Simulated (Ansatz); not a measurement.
Re2C:
```xyz
3
Lattice="2.8493 0.0000 0.0000 -1.4246 2.4675 0.0000 0.0000 0.0000 5.0409" Properties=species:S:1:pos:R:3 pbc="T T T"
C      0.0000     0.0000     0.0000
Re     0.0000     1.6450     1.3701
Re     1.4246     0.8225     3.6708
```

Relaxed with PBE. Special points in fractions of this cell's reciprocal vectors: Γ (0.000, 0.000, 0.000); M (0.500, 0.000, 0.000); K (0.333, 0.333, 0.000); A (0.000, 0.000, 0.500); L (0.500, 0.000, 0.500); H (0.333, 0.333, 0.500).

Problem. List the band energies nearest the Fermi level at these points for PBE (plane waves, PAW; program Ansatz).

Solution. In eV from the Fermi level; about four levels below and three above (degenerate sets whole), none deeper than 8.9 eV; … stands for higher levels left out; points with the same levels are listed once.

```csv
k,below,above
Γ,-0.69 -0.69 -0.43 -0.43 -0.24,5.72 5.72 …
M,-5.18 -3.96 -2.40 -0.22,1.43 1.96 2.65
K,-4.08 -4.08 -0.20 -0.20,0.19 2.23 2.23
A,-4.71 -4.71 -3.40 -2.63 -2.63,0.28 0.28 0.63 0.63
L,-3.08 -2.85 -1.91 -1.38,2.40 2.41 2.47
H,-4.48 -3.49 -3.49 -0.99,1.21 1.21 1.73 1.73
```

Space group P-3m1. A made-up cell: these elements were put on the sites of a structure type; neither database checked (COD, Materials Project) lists it. Its standing as an ambient phase is unchecked. Symmetry was held in the PBE relaxation; whether a distortion lowers the energy is not shown. The run is not spin-polarised. Scalar-relativistic: spin–orbit coupling is off unless named, which matters more the heavier the elements.

Potentials: the earlier of the program's two PAW sets.
